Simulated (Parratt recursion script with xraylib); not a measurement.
X-ray reflectivity of single films on Si: where the minima fall

Calculation: specular X-ray reflectivity, Parratt recursion, Névot-Croce roughness, xraylib tables; Parratt recursion script with xraylib 4.3.0.

Photon energy 6.93 keV (λ = 1.7891 Å), s polarisation. The grazing angle θ is scanned from 0.05° to 3.48° in 900 evenly spaced points, and the curve is smoothed with a Gaussian of 0.004° full width. A minimum is a scan point below both neighbours, placed by a parabola through ln R at the three points.

Each run is one film on Si (density 2.313 g/cm³, δ = 10.18 × 10⁻⁶, rms roughness 3.2 Å) under vacuum. The film surface has an rms roughness of 7.5 Å in all runs. The refractive index is n = 1 − δ + iβ. The table lists all minima between 0.5 and 1.85°.

| run | film | thickness d (Å) | density (g/cm³) | δ (10⁻⁶) | β (10⁻⁶) | minima at θ (°) |
|---|---|---|---|---|---|---|
| A | Ga2O3 | 100 | 5.534 | 21.54 | 0.5825 | 0.641, 1.094, 1.582 |
| B | Ga2O3 | 125 | 5.534 | 21.54 | 0.5825 | 0.560, 0.904, 1.287, 1.682 |
| C | Ga2O3 | 100 | 4.121 | ? | ? | ? |
| D | Ga2O3 | 100 | 5.888 | 22.92 | 0.6198 | 0.647, 1.097, 1.585 |

Densities are inputs, not measurements. They were set from computed cells of the Materials Project: Ga2O3 from entry mp-886 (C2/m, 5.888 g/cm³, taken at 70, 94 and 100 %); Si from entry mp-149 (Fd-3m, 2.313 g/cm³). A layer's crystal structure does not enter its constants, only its composition and density.

How many minima does run C have between 0.5 and 1.85°, and where? Estimate its δ first.

Inside a film the fringe order is m = (2d/λ)(sin²θ − 2δ)^½, with the film's own δ. Where the film's δ lies above the substrate's, its two faces reflect with opposite signs, and minima are expected at whole m.

- Run A, δ above the substrate's: the minima give m = 1.01, 2.00, 3.00.
- Run B, δ above the substrate's: the minima give m = 1.01, 2.00, 3.00, 4.00.
- Run D, δ above the substrate's: the minima give m = 1.01, 2.00, 3.00.

At fixed composition δ is proportional to density: 21.54 × 4.121/5.534 = 16.04, in the table's units (the run used 16.04). In run C the film's δ lies above the substrate's, so take whole m. The window runs from m = 0.74 to 3.55 and holds m = 1, 2, 3. Then sin²θ = 2δ + (mλ/2d)² gives θ = 0.607, 1.075, 1.572°.

The run has 3 minima, at 0.623, 1.083, 1.573°. The largest distance from one of them to an estimated minimum is 0.016°, against a mean spacing of 0.475°.
